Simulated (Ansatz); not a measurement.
In:
```
CELL_PARAMETERS angstrom
     -1.69368     1.69368     2.25599
      1.69368    -1.69368     2.25599
      1.69368     1.69368    -2.25599
ATOMIC_POSITIONS crystal
  In 0.00000 0.00000 0.00000
```

Relaxed with r²SCAN+D4. Special points in fractions of this cell's reciprocal vectors: Γ (0.000, 0.000, 0.000); X (0.000, 0.000, 0.500); P (0.250, 0.250, 0.250); N (0.000, 0.500, 0.000); M (0.500, 0.500, -0.500); S (0.391, 0.609, -0.391); S0 (-0.391, 0.391, 0.391); R (-0.282, 0.282, 0.500); G (0.500, 0.500, -0.282).

List the band energies nearest the Fermi level at these points for the program Ansatz at the r²SCAN+D4 level (PAW).

In eV from the Fermi level; about four levels below and three above (degenerate sets whole), none deeper than 8.9 eV; … stands for higher levels left out; points with the same levels are listed once.

```tsv
k	below	above
Γ	–	11.15 11.35 11.35
X	-2.72 -2.43	4.36 4.75 …
P	-1.73 -0.25 -0.25	1.26 …
N	-4.51 -3.67	8.34 9.31 …
M	-2.07 -1.28	3.65 3.65 …
S	-1.64 -1.20	0.44 4.49 …
R	-1.30 -0.38 -0.02	1.70 …
```

Space group I4/mmm (body-centred tetragonal). Its axis ratio c/a = 1.33 departs by over 6 % from that of the usual cell of this phase: another minimum, or an error of the functional. The cell was relaxed with r²SCAN+D4 under the symmetry of its start; whether a distortion lowers the energy is not shown. The pairwise dispersion correction was not fitted to metals. Spin–orbit coupling is left out wherever it is not named.

Potentials: the later of the program's two PAW sets.
